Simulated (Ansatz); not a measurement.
Input and command of a plane-wave DFT calculation in Ansatz:

```yaml
crystal:
  lattice:
    - [7.278607, 0.133335, 0.094341]
    - [0.133335, 7.689904, -0.121697]
    - [0.094341, -0.121697, 7.140495]
  atoms:
    - { symbol: Li, position: [0.2861068018, 0.1741780703, 0.4864879305] }
    - { symbol: Li, position: [0.8077875727, 0.4865481115, 0.2587217044] }
    - { symbol: Li, position: [0.9408612944, 0.1098474512, 0.2907922494] }
    - { symbol: Li, position: [0.4710222026, 0.6526638171, 0.7137597244] }
    - { symbol: Li, position: [0.5022243557, 0.2180913288, 0.81556935] }
    - { symbol: Cl, position: [0.2623461518, 0.4142681398, 0.7957494935] }
    - { symbol: Cl, position: [0.8142990947, 0.1939431927, 0.0095571923] }
    - { symbol: Cl, position: [0.7002021521, 0.3226679527, 0.4834544705] }
    - { symbol: Cl, position: [0.1265052934, 0.7199913634, 0.5839533843] }
    - { symbol: Cl, position: [0.2854647069, 0.1458939283, 0.1850109144] }
    - { symbol: Cl, position: [0.4348023021, 0.0023014412, 0.7012419106] }
    - { symbol: Cl, position: [0.9380581132, 0.7816952999, 0.1563389187] }
    - { symbol: Cl, position: [0.846863311, 0.9573479406, 0.6274719891] }
    - { symbol: K, position: [0.201255318, 0.5118551487, 0.1352763259] }
    - { symbol: K, position: [0.5238963257, 0.8818609622, 0.2764277276] }
    - { symbol: K, position: [0.8883454388, 0.5677834067, 0.7985508403] }
  symmetry: { detect: false }
basis:
  ecutwfc: 420
  xc_grid: 1
kpoints:
  mp_grid: { grid: [1, 1, 1], shift: [0.0, 0.0, 0.0] }
hamiltonian:
  xc: pbe
scf:
  occupations: { method: fermi_dirac, width: 0.1379 }
  lower_state_search: "off"
  convergence: { dr2_threshold: 1.0e-05 }
output:
  forces: true
  stress: true
md:
  timestep: 1.5
  n_steps: 250
  ensemble: nvt_langevin
  friction: 0.03
  temperature: 1600.0
  initial_velocities: maxwell_boltzmann
  seed: 33014
```

```bash
ansatz run input.yaml --threads 2 --pin off --max-ram 5120MiB --backend cpu --events-out ev --progress --plain --runs-dir out
```

Processor: Arm Neoverse V1, 2 threads, on a host shared with other jobs.

How long does it run, and how much memory does it take?

About 3.6 min on 2 threads of Arm Neoverse V1, on a shared host, peak memory 0.41 GiB. It solves 66 bands at 1 k points (the mesh reduced by the symmetry that the task leaves, which can be less than the crystal's) with about 7781 plane waves, in 819 SCF iterations.
